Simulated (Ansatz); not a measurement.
Stationary points along a deformation path in Ir

All numbers below come from DFT PBEsol, scalar-relativistic, plane waves, PAW (Ansatz 0.2.0). Cutoff 420 eV, Γ-centred 30×30×30 k-points, Gaussian smearing of 0.15 eV. Spin–orbit coupling is left out, which can shift energies with elements as heavy as these. No spin polarisation. Energies are free energies at this smearing, counted from the undisturbed cell; pressure is positive in compression.

Reference structure (relaxed at this level; with this scan's settings it stands at 0.1 GPa):

```
Ir
1.0
     0.00000    1.91512    1.91512
     1.91512    0.00000    1.91512
     1.91512    1.91512    0.00000
Ir
1
Direct
  0.00000 0.00000 0.00000
```

At fixed volume and fractional coordinates, lengths along (0.000, 0.000, 1.000) are scaled against those across it; ρ is that ratio over its starting value. V = 14.048 Å³/atom. Δσ is the stress along the axis less the mean stress across it (compression positive).

```
    ρ  ΔE (meV/atom)  Δσ (GPa) space group
0.707          694.9     -0.12        Im-3m
0.780          523.2     50.00       I4/mmm
0.850          262.1     48.95       I4/mmm
1.000            0.0      0.00        Fm-3m
1.200          370.1    -64.45       I4/mmm
1.414         1171.2   -103.02       I4/mmm
```

Task: How does the stress give the slope of the energy, and where is the energy stationary?

Result: Along the path d ln(length) is 2/3 d ln ρ on the axis and −1/3 d ln ρ across it, so dE/d ln ρ = −(2/3) V Δσ: the energy falls with ρ where Δσ is positive. Δσ vanishes or changes sign at ρ = 0.707 (Im-3m, an end of the scan), at 694.9 meV/atom; at ρ = 1.000 (Fm-3m), a minimum at 0.0 meV/atom. Pairs of stationary points between two samples would go unseen, and could change a minimum read from distant neighbours into a maximum. At ρ = 0.707, 1.000 the cell is cubic, where symmetry alone makes the stress isotropic and the slope zero.

In a metal these slopes depend on the k mesh and the smearing.

Cost: 6 runs of about 4.1 core-minutes in all, on Intel Xeon Processor @ 2.50GHz (Skylake/Cascade Lake) (shared hosts).